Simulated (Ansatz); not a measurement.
PbS:
```xyz
8
Lattice="12.0164 0.0000 0.0000 0.0000 4.2061 0.0000 0.0000 0.0000 4.3510" Properties=species:S:1:pos:R:3 pbc="T T T"
Pb    10.4809     1.0515     0.7895
Pb     1.5355     3.1546     3.5615
Pb     7.5437     3.1546     2.9650
Pb     4.4727     1.0515     1.3860
S      7.7423     1.0515     0.4628
S      4.2741     3.1546     3.8882
S     10.2823     3.1546     2.6383
S      1.7341     1.0515     1.7127
```

Relaxed with r²SCAN+D4.

Question: Map the valence electron density (e/Å³), cut off at 1 on the plane through (0.872, 0.250, 0.181) spanned by u = [1, 0, 0] and v = [0, 0, 1] in lattice vectors, from r²SCAN+D4 (plane waves, PAW; program Ansatz).

Answer: x is the fraction of u, y of v (the angle between them is 90°; rows are the nearest grid lines); atoms in the plane: Pb at (0.00, 0.00), Pb at (0.50, 0.14), S at (0.77, 0.92), S at (0.27, 0.21).
```
|9999310123565321149999410126997995339999|
|9999210012332210126996210127961896338999|
|9997200001111100013553100127950796336999|
|9995100000000000001221000126985995324999|
|9963100000000000000110000025999984212699|
|6531000000000000000000000013799963111356|
|3211000000000000000000000012467642101123|
|1100000000000000000000000001234321000011|
|0000000000000000000000000000122210000000|
|0000000000000000000000000000011100000000|
|0000000000111000000000000000000000000000|
|0000000001222100000000000000000000000000|
|0000000012343210000110000000000000000000|
|0000000124676421011221100000000000000000|
|0000000137999631113553100000000000000000|
|1100000259999842126997310000000000000011|
|2210001269849963249999510000000000000122|
|6531001279507963369999720000111110001356|
|9962101279618963389999921001233221012699|
|9994101269979953399999931012356532114999|
|9997211249999842389999921013699853226999|
|9999210136998532269999721124999984238999|
|9999310123565321149999410126997995339999|
```
Scale: ten equal steps from 0.008 (start of '0') to 1.00 (end of '9'), in the order '0123456789'; x runs from 0.000 to 1.00, y from 0.000 (bottom) to 1.00 (top).

The density is the valence pseudo-density with augmentation charge, so density and ELF within about 1 Å of a nucleus are not all-electron values.

Space group Pnma. The first step of the workflow began from a Materials Project structure, measured or hypothetical; the Crystallography Open Database copy checked does not list it. It is not the phase usual at ambient conditions (space group No. 225). Symmetry was held in the r²SCAN+D4 relaxation; whether a distortion lowers the energy is not shown. Spin–orbit coupling is left out wherever it is not named.

Potentials: the later of the program's two PAW sets.
